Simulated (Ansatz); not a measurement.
## CsBaS2: relaxation (Ansatz)

Run with:

```bash
ansatz run input.yaml --threads 2 --pin off --max-ram 2560MiB --backend cpu --events-out ev --progress --plain --runs-dir out
```

Input:

```yaml
crystal:
  lattice:
    - [2.092056, 3.623546, 0.0]
    - [-2.092056, 3.623546, 0.0]
    - [-2.092056, 1.207845, 7.737462]
  atoms:
    - { symbol: Ba, position: [0.5, 0.0, 0.5] }
    - { symbol: S, position: [0.2319, 0.5362, 0.6957] }
    - { symbol: S, position: [0.7681, 0.4638, 0.3043] }
    - { symbol: Cs, position: [0.0, 0.0, 0.0] }
  symmetry: { tolerance: 0.0003 }
kpoints:
  mp_grid: { grid: [7, 7, 7], shift: [0, 0, 0] }
magnetization:
  spin_polarized: false
scf:
  occupations: { method: fermi_dirac }
  lower_state_search: "off"
hamiltonian:
  pseudopotentials: { kind: paw }
  xc: pbe
basis:
  ecutwfc: 420
  fft_grid_basis: typed
relax:
  max_steps: 60
  cell: { p_target: 5.0 }
output:
  forces: true
  stress: true
  eigenvalues: true
  bader: true
  populations: true
  elf: true
  write_potential: true
  volumetric_format: npy
  dos:
    e_range: [-12, 8]
    de: 0.05
    projected: { site_lists: { Ba: [Ba], Cs: [Cs], S: [S] } }
  write_density: true
checkpoint:
  read: saved_state
```

Origin of the cell: a known structure type with other elements, at an estimated volume, so it need not be a known compound.

The smearing width isn't typed, so it takes its default of 0.1 eV.

The saved state is a converged single point of the same cell.

Steps («new basis» is an SCF on plane waves selected anew at the same cell):

```
step  ΔH (meV/atom)  max force component (eV/Å)  P (GPa)  volume (Å³)  SCF iterations   step was
   1            0.0                       1.330    12.25       117.31               6   accepted
   2         -119.8                       0.159     4.93       130.09               7   accepted
   3         -122.8                       0.010     4.97       130.71               6   accepted
   4         -123.7                       0.032     5.01       130.78               6   accepted
   5         -124.1                       0.016     5.01       130.77               6   accepted
   6         -124.1                       0.003     4.99       130.77               5   accepted
   7         -124.2                       0.003     5.00       130.77               5  new basis
```

The starting structure.

Space group R-3m (No. 166); the run's cell has a = 4.184 Å, b = 4.184 Å, c = 8.106 Å, α = 75.04°, β = 90.00°, γ = 60.00°. Shortest distances: Ba–S 2.85 Å, Cs–S 3.37 Å.

The relaxed structure.

Space group R-3m (No. 166); the run's cell has a = 4.449 Å, b = 4.449 Å, c = 8.051 Å, α = 73.96°, β = 90.00°, γ = 60.00°. Shortest distances: Ba–S 3.05 Å, Cs–S 3.36 Å.

```xyz
4
Lattice="2.2243 3.8526 0.0000 -2.2243 3.8526 0.0000 -2.2243 1.2842 7.6301" Properties=species:S:1:pos:R:3 pbc="T T T"
Ba    0.0000    2.5684    3.8150
S    -2.2243    3.8526    5.4579
S     0.0000    5.1368    2.1722
Cs    0.0000    0.0000    0.0000
```

```yaml
Enthalpy_lowered_by: 124.2 meV/atom
Volume_change: 11.47 %
Final_pressure: 5.00 GPa
Relaxation_steps_listed: 7
```

Caveats: no moments, though an odd count or open d shells may carry them; the relaxation held the start's symmetry, so the end may be a saddle point.

Time: 40 s on 2 threads of Arm Neoverse V1, with other jobs on the host, peak memory 0.47 GiB, from a saved density.
